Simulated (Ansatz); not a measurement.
Simulated powder pattern, neutron, λ = 1.5401 Å (kinematic, ideal powder, no thermal factors, coherent scattering alone; the 30 strongest lines at most, above 1 %, up to 2θ = 90°):

```
2θ (°)  d (Å)  I/Imax (%)
------  -----  ----------
16.21   5.461         100
24.07   3.693         7.9
29.16   3.059          11
32.76   2.730          57
41.06   2.196         5.8
42.34   2.132         7.0
45.62   1.986          63
49.29   1.847         2.2
50.05   1.820          12
52.23   1.749         3.8
54.54   1.681         9.1
56.28   1.633         3.5
60.45   1.530         3.2
66.96   1.396         2.7
67.59   1.384          34
68.68   1.365          16
69.41   1.352         5.1
72.88   1.296         2.3
73.94   1.281         2.3
76.57   1.243         4.5
77.44   1.231          42
79.76   1.201          37
84.10   1.150         5.1
86.65   1.122          76
88.08   1.108         3.9
89.09   1.098         2.0
89.67   1.092         5.6
```

The pattern belongs to a structure relaxed with the program Ansatz at the PBE+D3(BJ) level (PAW).

Q: Which of these materials gives this?
A. Te2Mo, P6_3/mmc (Te on 4f, Mo on 2c)
B. CuC6, P6/mmm (C on 6j, Cu on 1b)
C. Si12W, P6/mmm (W on 1a, Si on 12n)
D. C, graphite

A: B, CuC6, P6/mmm (C on 6j, Cu on 1b)

Q: Give the lattice parameters.

A: a = 4.265 Å, c = 5.461 Å.

The start of the workflow was typed in or built on a structure type; neither database checked (COD, Materials Project) lists it. Whether it is the stable phase at ambient conditions was not checked. The PBE+D3(BJ) relaxation kept the symmetry of its start; its stability against distortions is not shown here. The run is not spin-polarised. Its formation energy is positive at this level, so the cell may be metastable or incomplete.

Potentials: the earlier of the program's two PAW sets.
